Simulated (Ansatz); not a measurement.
Relaxed Te (trigonal-Te type, space group P3_121):

```yaml
crystal:
  lattice:
    - [4.52111, 0.00000, 0.00000]
    - [-2.26056, 3.91540, 0.00000]
    - [0.00000, 0.00000, 5.95492]
  atoms:
    - { symbol: Te, position: [0.26812, 0.00000, 0.33333] }
    - { symbol: Te, position: [0.00000, 0.26812, 0.66667] }
    - { symbol: Te, position: [0.73188, 0.73188, 0.00000] }
```

Two-dimensional scan of atom 2 (Te, nearest neighbour Te at 2.889 Å; its periodic images, 4.5 Å or more away, move with it): u runs along (1.000, 0.000, 0.000), v along (0.000, 1.000, 0.000) (Cartesian). Cell and other atoms are fixed.

Computed with PBE (plane waves to 420 eV, PAW, scalar-relativistic; Ansatz, an electronic-structure program). k mesh 7×7×5 (Γ-centred), Fermi-Dirac smearing 0.05 eV. As the smearing reaches across the gap at some points, energies and forces of such displacements shift with the k mesh and the smearing. Fu and Fv are the components of the force on the atom. Spin-orbit coupling is left out, though Te is heavy. Te was relaxed with its symmetry unable to fall. The PAW data are Ansatz's earlier set. 

Task: Give the computed Fv (eV/Å) at all points of the grid u = -0.430, -0.287, -0.143, 0.000, 0.143, 0.287, 0.430 by v = -0.430, -0.287, -0.143, 0.000, 0.143, 0.287, 0.430.

Result: Fv (eV/Å), with u across and v down:

```csv
v \ u,-0.430,-0.287,-0.143,0.000,0.143,0.287,0.430
-0.430,1.44,1.59,1.76,1.94,2.12,2.32,2.54
-0.287,0.84,0.92,1.02,1.15,1.31,1.52,1.76
-0.143,0.38,0.38,0.41,0.49,0.62,0.80,1.04
0.000,0.10,0.02,-0.02,0.00,0.08,0.22,0.43
0.143,0.04,-0.13,-0.26,-0.32,-0.30,-0.21,-0.02
0.287,0.23,-0.04,-0.27,-0.42,-0.48,-0.44,-0.30
0.430,0.40,0.20,-0.07,-0.33,-0.49,-0.53,-0.48
```

(A displaced cell: forces are minus the slopes of the energy, force constants its curvatures, and phonons follow from these.)
